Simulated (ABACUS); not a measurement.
Checks by hand on Si2W (I4/mmm, 3 atoms in the cell; from Materials Project mp-1620, lattice scaled a little)

```
CELL_PARAMETERS angstrom
     -1.62344     1.62344     3.94004
      1.62344    -1.62344     3.94004
      1.62344     1.62344    -3.94004
ATOMIC_POSITIONS crystal
  Si 0.33499 0.33499 0.00000
  Si 0.66501 0.66501 0.00000
  W  0.00000 0.00000 0.00000
```

All values come from this method and carry its errors: PBE, numerical atomic orbitals DZP (confined pseudo-atomic orbitals with Gaussian additions; energy shift 0.003 Ry), PseudoDojo 0.5 standard norm-conserving PBE (tails mended) pseudopotentials (ABACUS).

Main settings: basis = DZP numerical atomic orbitals, energy shift 0.003 Ry; KPT = Gamma 12 12 12 0 0 0; basis_type = lcao; dft_functional = PBE; ecutwfc = 100 Ry; smearing_method = fd; smearing_sigma = 0.00734986 Ry; potentials = PseudoDojo 0.5 standard norm-conserving PBE (tails mended).

The atom-centred basis is finite, which shifts total energies and pressures against plane waves. The structure comes from a collection of computed structures, made at another level of theory; the collection holds predicted forms beside known ones. Its lattice was then scaled.

The cell was also run at V = 41.121 Å³ (F = -2295.02279 eV, P = 0.56 GPa) and V = 41.952 Å³ (F = -2295.01452 eV, P = -3.65 GPa), scaled uniformly; the base has V = 41.537 Å³, P = -1.62 GPa and F₀ = -2295.02139 eV.

Task: Check the pressure against the energies, and estimate the bulk modulus and the volume of zero pressure.

Result: P = −dF/dV ≈ −(0.00827 eV)/(0.831 Å³) = -0.00995 eV/Å³; times 160.218 GPa per eV/Å³ this is -1.59 GPa, against -1.62 GPa from the stress tensor. B = −V dP/dV ≈ −41.537 × (-4.21 GPa)/(0.831 Å³) = 210 GPa at this volume. The curvature of the energies, B = V (F₊ + F₋ − 2F₀)/(ΔV/2)², gives 211 GPa. To first order the pressure vanishes at V0 ≈ V(1 + P/B) = 41.22 Å³, so all lengths change by about -0.26 %. Shape and fractional positions were held, which usually makes B too large where they are free.

With Fermi-Dirac occupations of width kT = 0.1000 eV the run gave E = -2295.0103 eV and F = E − TS = -2295.0214 eV for the cell.

Task: Extrapolate the energy to zero width, and estimate the density of states at the Fermi level.

Result: TS = E − F = 0.0111 eV. To second order in the width E rises and F falls by the same amount, so E(0) ≈ (E + F)/2 = -2295.0158 eV. The Sommerfeld expansion gives TS = (π²/3) g (kT)², so g ≈ 3 × 0.0111/(π² × 0.1000²) = 0.34 states/eV for the cell, 0.11 an atom (both spins). This g is a mean over a few kT around the Fermi level on this mesh. It implies a bare coefficient γ = (π²/3) k_B² g = 2.357 × 0.11 = 0.3 mJ/(mol K²) for a mole of atoms, without any enhancement by phonons or spin fluctuations.

The atomic orbitals were generated for these runs; they are not ABACUS's published sets and were checked against plane waves on a few crystals only.

“Tails mended”: in these copies of the files the far tail of each local potential was reset to the Coulomb form.
